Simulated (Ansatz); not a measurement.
An Ansatz input:

```yaml
crystal:
  lattice:
    - [0.0, 2.2458706556, 2.2458706556]
    - [2.2458706556, 0.0, 2.2458706556]
    - [2.2458706556, 2.2458706556, 0.0]
  atoms:
    - { symbol: Li, position: [0.0, 0.0, 0.0] }
hamiltonian:
  xc: r2scan
  pseudopotentials:
    kind: paw
    azcp:
      Li: "pseudopotentials/Li.paw.azcp"
basis:
  ecutwfc: 500
  fft_grid_basis: typed
kpoints:
  mp_grid: { grid: [14, 14, 14], shift: [0, 0, 0] }
magnetization:
  spin_polarized: false
scf:
  occupations: { method: fermi_dirac, width: 0.1 }
  lower_state_search: "off"
output:
  stress: true
```

Terminal output

```
Engine: ansatz 0.2.0, x86_64-unknown-linux-gnu
Pseudopotentials: kind: paw
Pseudopotential: Li, paw, valence charge 3, recommended cutoff 500 eV (meta_gga) 
Functional definition: r2SCAN
  parameter k0 = 0.174
  parameter k1 = 0.065
  parameter a1 = 4.9479
  exchange = r2scan_x(k0 = k0, k1 = k1, a1 = a1)
  correlation = r2scan_c
Crystal: 1 atoms, lattice volume = 22.656 Å³
Basis set: ecut = 500 eV, 561 PW (Γ), exchange–correlation on 96×96×96 points (64 copies of the dense FFT grid, shifted against one another)
Bands: 6, of which v1, the nominal top of the filled ones, is band 2 counted from 1 (1 counted from 0)
Symmetry: 48 space group operations
Space group: Fm-3m (ITA 225), of the structure as read, at distance tolerance 2.8e-5 Å
k-points: 104 of 2744
Non-local potential: Li, projectors of the file, l = 0: 3, l = 1: 2, l = 2: 1
PAW form: soft (Blöchl's): semilocal exchange-correlation on the pseudo side does not see the compensation charge
PAW one-centre angular grid: Li, 302 points (default); XC on 327 of its mesh's 2665 points in the sphere
Initial density: superposition of atomic densities (neutral atoms: chi_scale 0, normalization atom), corrected by the library's trained network
Initial wavefunctions: pseudopotential atomic-orbital guess
Functional: x = r2scan, c = r2scan; τ floored in thin density (d = 2e-4 eV/Å³)
SCF iter   1: F=-205.139029 eV  HF=-205.139168 eV  |F-HF|=1.39e-4  |Δ(HF+E_count)|=         —  Δρ=2.18e-3  dr2=3.11e-4  dr2_τ=2.38e-4  ethr=1.77e-3  ⟨swp⟩=5.1  Hψ=5075  notcnv=0
SCF iter   2: F=-205.139291 eV  HF=-205.139289 eV  |F-HF|=2.23e-6  |Δ(HF+E_count)|=   1.21e-4  Δρ=1.01e-3  dr2=7.74e-5  dr2_τ=7.52e-6  ethr=1.04e-5  ⟨swp⟩=2.0  Hψ=2077  notcnv=0  defer=3
SCF iter   3: F=-205.139306 eV  HF=-205.139304 eV  |F-HF|=1.95e-6  |Δ(HF+E_count)|=   1.51e-5  Δρ=5.82e-5  dr2=4.42e-7  dr2_τ=1.63e-7  ethr=2.58e-6  ⟨swp⟩=2.0  Hψ=787  notcnv=0  defer=3
iter 4 did not close the SCF: its close was put off for the readings that it lacked (scf_convergence_deferred on its scf_iter line)
SCF iter   4: F=-205.139306 eV  HF=-205.139306 eV  |F-HF|=2.20e-8  |Δ(HF+E_count)|=   2.28e-6  Δρ=1.20e-5  dr2=9.41e-9  dr2_τ=1.71e-9  ethr=1.47e-8  ⟨swp⟩=2.0  Hψ=788  notcnv=0  defer=3
iter 5 did not close the SCF: its close was put off for the readings that it lacked (scf_convergence_deferred on its scf_iter line)
SCF iter   5: F=-205.139306 eV  HF=-205.139306 eV  |F-HF|=3.76e-10  |Δ(HF+E_count)|=   1.88e-8  Δρ=1.60e-6  dr2=1.46e-10  dr2_τ=5.00e-11  ethr=3.14e-10  ⟨swp⟩=2.6  Hψ=802  notcnv=0  defer=3
SCF iter   6: F=-205.139306 eV  HF=-205.139306 eV  |F-HF|=9.09e-13  |Δ(HF+E_count)|=  4.02e-10  Δρ=8.06e-8  dr2=4.42e-13  dr2_τ=2.68e-14  ethr=4.86e-12  ⟨swp⟩=1.0  Hψ=1720  notcnv=0
SCF 1 converged in 6 iterations: F = -205.139306 eV  dr2 = 4.42e-13
SCF converged after 6 iterations
Free energy (F): -205.139306 eV
Harris-Foulkes:  -205.139306 eV  (|F-HF|=9.09e-13)
Internal energy: -205.125819 eV  (E = F + TS)
E sigma→0 (E₀):  -205.132563 eV
Entropy (-TS):   -0.013488 eV (-13.488 meV/atom)
Fermi energy:    0.713495 eV
--- Per-component energies (eV) ---
  E_band       = -95.821238
  E_kinetic    = 20.882750
  E_local      = -135.613660  (includes V_loc(G=0)·N_el)
  E_nonlocal   = -33.359147
  E_hartree    = 40.389497
  E_xc         = -9.472359
  E_vxc        = -13.504106  (∫ρ·V_xc dr)
  E_paw        = -21.811017  (= ΣΔE_a)
  E_vpaw       = -15.834294  (= ΣTr[D̂ρ^β])
  E_aug_tail   = -0.000106  (compensation charges beyond the density's cutoff)
  E_vtau       = 0.828325  (kinetic-family band-sum trace: ∫τ·v_τ [+ j·A + Jᵃ·Aᵃ] dr)
  E_ewald      = -66.141776
  E_smearing   = -0.013488  (= −TS)
  E_closure    = 0.000000  (closes the sum)
  Σ components = -205.139306   (vs F -205.139306, Δ=0.00e0)
--- Stress (GPa, compression-positive) ---
       -0.881815       0.000000       0.000000
        0.000000      -0.881815       0.000000
       -0.000000       0.000000      -0.881815
  P = ⅓ Tr σ = -0.8818 GPa (-8.818 kbar)
```

Launched by

```sh
ansatz run input.yaml --threads 1 --pin off --max-ram 3584MiB --backend cpu --events-out ev --progress --plain --runs-dir out
```

On 1 thread of Intel(R) Xeon(R) Platinum 8259CL CPU @ 2.50GHz (Skylake/Cascade Lake) (shared host) this took about 3.6 s of wall time and 3.6 s of CPU time.
